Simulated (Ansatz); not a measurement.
Input for Ansatz (plane-wave DFT, PAW):

```yaml
crystal:
  lattice:
    - [0.0, 4.5485627654, 4.5485627654]
    - [4.5485627654, 0.0, 4.5485627654]
    - [4.5485627654, 4.5485627654, 0.0]
  atoms:
    - { symbol: Zn, position: [0.25, 0.25, 0.25] }
    - { symbol: Zn, position: [0.0, 0.0, 0.0] }
    - { symbol: In, position: [0.625, 0.625, 0.125] }
    - { symbol: In, position: [0.625, 0.125, 0.625] }
    - { symbol: In, position: [0.125, 0.625, 0.625] }
    - { symbol: In, position: [0.625, 0.625, 0.625] }
    - { symbol: O, position: [0.3812069235, 0.3812069235, 0.3812069235] }
    - { symbol: O, position: [0.8563792296, 0.3812069235, 0.3812069235] }
    - { symbol: O, position: [0.3812069235, 0.8563792296, 0.3812069235] }
    - { symbol: O, position: [0.3812069235, 0.3812069235, 0.8563792296] }
    - { symbol: O, position: [0.8687930765, 0.8687930765, 0.3936207704] }
    - { symbol: O, position: [0.8687930765, 0.3936207704, 0.8687930765] }
    - { symbol: O, position: [0.8687930765, 0.8687930765, 0.8687930765] }
    - { symbol: O, position: [0.3936207704, 0.8687930765, 0.8687930765] }
basis:
  ecutwfc: 420
kpoints:
  mp_grid: { grid: [6, 6, 6] }
hamiltonian:
  xc: pbesol
scf:
  occupations: { method: gaussian, width: 0.02 }
output:
  forces: true
  stress: true
  eigenvalues: true
relax:
  adjacent_minimum: "off"
  f_tol: 0.01
  max_steps: 30
```

Command:
```bash
ansatz run input.yaml --threads 4 --pin off --max-ram 10240MiB --backend cpu --events-out ev --progress --plain --runs-dir out
```

All numbers below come from DFT PBEsol, scalar-relativistic, plane waves, PAW in Ansatz 0.2.0.

From the run's log, abridged (iterations and final results):

```
SCF iter   1: F=—  HF=-33151.478917 eV  |F-HF|=—  |Δ(HF+E_count)|=         —  Δρ=1.67e-2  dr2=4.39e-1  ethr=1.77e-3  ⟨swp⟩=6.0  Hψ=4903  notcnv=0  defer=1
SCF iter   2: F=—  HF=-33151.362643 eV  |F-HF|=—  |Δ(HF+E_count)|=   1.16e-1  Δρ=2.96e-3  dr2=7.95e-3  ethr=3.54e-4  ⟨swp⟩=2.1  Hψ=1897  notcnv=0  defer=106
SCF iter   3: F=—  HF=-33151.361101 eV  |F-HF|=—  |Δ(HF+E_count)|=   1.54e-3  Δρ=1.18e-3  dr2=1.98e-3  ethr=6.41e-6  ⟨swp⟩=2.0  Hψ=2090  notcnv=0  defer=106
SCF iter   4: F=—  HF=-33151.361173 eV  |F-HF|=—  |Δ(HF+E_count)|=   7.19e-5  Δρ=3.28e-4  dr2=2.07e-4  ethr=1.60e-6  ⟨swp⟩=2.8  Hψ=1836  notcnv=0  defer=106
SCF iter   5: F=—  HF=-33151.361232 eV  |F-HF|=—  |Δ(HF+E_count)|=   5.86e-5  Δρ=1.30e-4  dr2=2.79e-5  ethr=1.67e-7  ⟨swp⟩=2.5  Hψ=2050  notcnv=0  defer=106
SCF iter   6: F=—  HF=-33151.361222 eV  |F-HF|=—  |Δ(HF+E_count)|=   1.01e-5  Δρ=6.84e-5  dr2=6.53e-6  ethr=2.25e-8  ⟨swp⟩=2.0  Hψ=1654  notcnv=0  defer=106
SCF iter   7: F=-33151.361226 eV  HF=-33151.361226 eV  |F-HF|=1.63e-7  |Δ(HF+E_count)|=   3.70e-6  Δρ=1.36e-5  dr2=3.32e-7  ethr=2.02e-9  ⟨swp⟩=10.0  Hψ=5225  notcnv=0
SCF 1 converged in 7 iterations: F = -33151.361226 eV  dr2 = 3.32e-7
relax step   1: F+E_penalty+E_count = -33151.36122572 eV  Δ(F+E_penalty+E_count) = +0.000e0 eV  max|allowed force component| = 8.455e-2 eV/Å  Δτ_max = 0.0000 Å  (7 SCF iters, dr2 threshold 2.50e-6 eV, accepted)
Initial density: handed on by an earlier stage of this run
Initial wavefunctions: those handed on with the density
SCF iter   1: F=—  HF=-33151.365889 eV  |F-HF|=—  |Δ(HF+E_count)|=         —  Δρ=5.66e-4  dr2=2.24e-4  ethr=1.66e-7  ⟨swp⟩=2.0  Hψ=3516  notcnv=0  defer=105
SCF iter   2: F=—  HF=-33151.365872 eV  |F-HF|=—  |Δ(HF+E_count)|=   1.66e-5  Δρ=2.69e-4  dr2=3.96e-5  ethr=1.66e-7  ⟨swp⟩=2.0  Hψ=1580  notcnv=0  defer=105
SCF iter   3: F=—  HF=-33151.365873 eV  |F-HF|=—  |Δ(HF+E_count)|=   7.08e-7  Δρ=9.79e-5  dr2=7.45e-6  ethr=3.19e-8  ⟨swp⟩=2.3  Hψ=2110  notcnv=0  defer=105
SCF iter   4: F=-33151.365873 eV  HF=-33151.365873 eV  |F-HF|=8.34e-8  |Δ(HF+E_count)|=   2.10e-7  Δρ=1.22e-5  dr2=2.29e-7  ethr=3.60e-10  ⟨swp⟩=8.9  Hψ=5688  notcnv=0
SCF 2 converged in 4 iterations: F = -33151.365873 eV  dr2 = 2.29e-7
relax step   2: F+E_penalty+E_count = -33151.36587276 eV  Δ(F+E_penalty+E_count) = -4.647e-3 eV  max|allowed force component| = 2.921e-2 eV/Å  Δτ_max = 0.0059 Å  (4 SCF iters, dr2 threshold 4.47e-7 eV, accepted)
SCF iter   1: F=—  HF=-33151.366373 eV  |F-HF|=—  |Δ(HF+E_count)|=         —  Δρ=2.99e-4  dr2=6.59e-5  ethr=5.07e-7  ⟨swp⟩=2.0  Hψ=2647  notcnv=0  defer=105
SCF iter   2: F=—  HF=-33151.366502 eV  |F-HF|=—  |Δ(HF+E_count)|=   1.29e-4  Δρ=1.42e-4  dr2=1.24e-5  ethr=5.31e-8  ⟨swp⟩=2.1  Hψ=1704  notcnv=0  defer=105
SCF iter   3: F=—  HF=-33151.366502 eV  |F-HF|=—  |Δ(HF+E_count)|=   3.46e-8  Δρ=5.13e-5  dr2=2.44e-6  ethr=9.97e-9  ⟨swp⟩=2.4  Hψ=2112  notcnv=0  defer=105
SCF iter   4: F=-33151.366502 eV  HF=-33151.366502 eV  |F-HF|=1.02e-8  |Δ(HF+E_count)|=   1.65e-7  Δρ=6.82e-6  dr2=8.28e-8  ethr=8.06e-11  ⟨swp⟩=8.3  Hψ=5674  notcnv=0
SCF 3 converged in 4 iterations: F = -33151.366502 eV  dr2 = 8.28e-8
relax step   3: F+E_penalty+E_count = -33151.36650217 eV  Δ(F+E_penalty+E_count) = -6.294e-4 eV  max|allowed force component| = 1.068e-4 eV/Å  Δτ_max = 0.0031 Å  (4 SCF iters, accepted)
SCF converged after 4 iterations
Free energy (F): -33151.366502 eV
Harris-Foulkes:  -33151.366502 eV  (|F-HF|=1.02e-8)
Internal energy: -33151.366502 eV  (E = F + TS)
E sigma→0 (E₀):  -33151.366502 eV
Fermi energy:    7.580121 eV
--- Per-component energies (eV) ---
  E_band       = -44.229410
  E_kinetic    = 2625.901963
  E_local      = -10416.632407  (includes V_loc(G=0)·N_el)
  E_nonlocal   = 3117.753371
  E_hartree    = 4102.137087
  E_xc         = -1694.472614
  E_vxc        = -1236.375252  (∫ρ·V_xc dr)
  E_paw        = -21168.139216  (= ΣΔE_a)
  E_vpaw       = -2339.158978  (= ΣTr[D̂ρ^β])
  E_aug_tail   = 0.018406  (compensation charges beyond the density's cutoff)
  E_ewald      = -9720.753715
  E_core_change = 2.820623  (= ΣΔE_core)
  E_smearing   =  0.000000  (= −TS)
--- Forces (eV/Å), atoms counted from 1 ---
  atom   1  Zn     0.00000000     0.00000000     0.00000000
  atom   2  Zn     0.00000000     0.00000000     0.00000000
  atom   3  In     0.00000000     0.00000000     0.00000000
  atom   4  In     0.00000000     0.00000000     0.00000000
  atom   5  In     0.00000000     0.00000000     0.00000000
  atom   6  In     0.00000000     0.00000000     0.00000000
  atom   7  O     -0.00010677    -0.00010677    -0.00010677
  atom   8  O     -0.00010677     0.00010677     0.00010677
  atom   9  O      0.00010677    -0.00010677     0.00010677
  atom  10  O      0.00010677     0.00010677    -0.00010677
  atom  11  O     -0.00010677    -0.00010677     0.00010677
  atom  12  O     -0.00010677     0.00010677    -0.00010677
  atom  13  O      0.00010677     0.00010677     0.00010677
  atom  14  O      0.00010677    -0.00010677    -0.00010677
--- Stress (GPa, compression-positive) ---
       -7.604019       0.000000       0.000000
        0.000000      -7.604019       0.000000
        0.000000       0.000000      -7.604019
  P = ⅓ Tr σ = -7.6040 GPa (-76.040 kbar)
--- Band table (eV; the first three rows and the last of 16) ---
  k-point 0: bands = ["-10.1649", "-9.5627", "-9.5627", "-9.5627", "-9.2296", "-9.0688", "-9.0688", "-9.0688", "-5.4139", "-5.2834", "-5.2834", "-5.0612", "-5.0612", "-5.0612", "-4.9875", "-4.9875", "-4.9875", "-4.8647", "-4.8647", "-4.8211", "-4.8211", "-4.8211", "-4.6323", "-4.6323", "-4.6323", "-4.0381", "-4.0381", "-4.0381", "1.8540", "2.1584", "2.3670", "2.3670", "2.3670", "2.4562", "2.4562", "2.6757", "2.6757", "2.6757", "2.7803", "2.7803", "2.7803", "2.9666", "2.9666", "3.9881", "3.9881", "5.0879", "5.0879", "5.0879", "5.4715", "5.4715", "5.4715", "6.6076", "6.6076", "6.6076", "6.7364", "6.7364", "6.7364", "6.9787", "6.9787", "6.9787", "7.0606", "7.0606", "8.0924", "11.4895", "12.3376 ...
  k-point 1: bands = ["-10.1132", "-9.5689", "-9.5389", "-9.5389", "-9.2632", "-9.1010", "-9.1010", "-9.0966", "-5.3843", "-5.2570", "-5.2570", "-5.0555", "-5.0467", "-5.0467", "-4.9882", "-4.9577", "-4.9577", "-4.8530", "-4.8530", "-4.8493", "-4.8221", "-4.8221", "-4.6588", "-4.6588", "-4.6323", "-4.1018", "-4.1018", "-4.0498", "1.8807", "2.0723", "2.2919", "2.2919", "2.3969", "2.5752", "2.5752", "2.7557", "2.7557", "2.7901", "2.7901", "2.8931", "2.9365", "2.9574", "2.9574", "4.0252", "4.0252", "4.9435", "5.0849", "5.0849", "5.4206", "5.4206", "5.5176", "5.9910", "6.4630", "6.5514", "6.5514", "6.6750", "6.6750", "6.8388", "6.8388", "6.9207", "7.0403", "7.0403", "8.7605", "11.7278", "12.5139 ...
  k-point 2: bands = ["-9.9782", "-9.5782", "-9.4773", "-9.4773", "-9.4003", "-9.1791", "-9.1791", "-9.1163", "-5.3134", "-5.2090", "-5.2090", "-5.0406", "-4.9965", "-4.9965", "-4.9895", "-4.9223", "-4.9166", "-4.9166", "-4.8288", "-4.8288", "-4.8010", "-4.8010", "-4.7028", "-4.7028", "-4.6323", "-4.2596", "-4.2596", "-4.0715", "1.9115", "1.9914", "2.2561", "2.2561", "2.5360", "2.6100", "2.6100", "2.8136", "2.8136", "2.9179", "2.9179", "3.0877", "3.0877", "3.1675", "3.4152", "4.0102", "4.0102", "4.7213", "5.0320", "5.0320", "5.0556", "5.4898", "5.4898", "5.6226", "5.8773", "6.3144", "6.3144", "6.3914", "6.3914", "6.7103", "6.7103", "6.7916", "7.0565", "7.0565", "9.8456", "11.7093", "12.9408" ...
  k-point 15: bands = ["-9.6735", "-9.6735", "-9.4582", "-9.4582", "-9.3278", "-9.3278", "-9.2678", "-9.2678", "-5.1472", "-5.1472", "-5.0827", "-5.0827", "-5.0513", "-5.0513", "-4.9151", "-4.9151", "-4.8818", "-4.8818", "-4.8422", "-4.8422", "-4.8060", "-4.8060", "-4.7110", "-4.7110", "-4.5109", "-4.5109", "-4.2788", "-4.2788", "1.9035", "1.9035", "2.3381", "2.3381", "2.6363", "2.6363", "2.7971", "2.7971", "2.8222", "2.8222", "3.1672", "3.1672", "3.6756", "3.6756", "3.9449", "3.9449", "4.4965", "4.4965", "4.5882", "4.5882", "4.7945", "4.7945", "5.6128", "5.6128", "5.7918", "5.7918", "6.0264", "6.0264", "6.3383", "6.3383", "6.5072", "6.5072", "6.9390", "6.9390", "11.7870", "11.7870", "12.523 ...
--- Relaxed structure (3 steps of the walk, 3 accepted, 0 SCFs on fresh bases) ---
  F+E_penalty+E_count = -33151.36650217 eV   max|allowed force component| = 1.068e-4 eV/Å
  atoms:
    - { symbol: Zn, position: [0.24999999, 0.24999999, 0.24999999] }
    - { symbol: Zn, position: [0.0, 0.0, 0.0] }
    - { symbol: In, position: [0.625, 0.625, 0.12499999] }
    - { symbol: In, position: [0.625, 0.12499999, 0.625] }
    - { symbol: In, position: [0.12499999, 0.625, 0.625] }
    - { symbol: In, position: [0.625, 0.625, 0.625] }
    - { symbol: O, position: [0.38177941, 0.38177941, 0.38177941] }
    - { symbol: O, position: [0.85466174, 0.38177941, 0.38177941] }
    - { symbol: O, position: [0.38177941, 0.85466174, 0.38177941] }
    - { symbol: O, position: [0.38177941, 0.38177941, 0.85466174] }
    - { symbol: O, position: [0.86822058, 0.86822058, 0.39533825] }
    - { symbol: O, position: [0.86822058, 0.39533825, 0.86822058] }
    - { symbol: O, position: [0.86822058, 0.86822058, 0.86822058] }
    - { symbol: O, position: [0.39533825, 0.86822058, 0.86822058] }
```

The relaxation met its thresholds.

Time: 9.9 s on 4 threads of Oxide Virtual Turin-like Processor (Zen 5) (shared host), peak memory 0.81 GiB.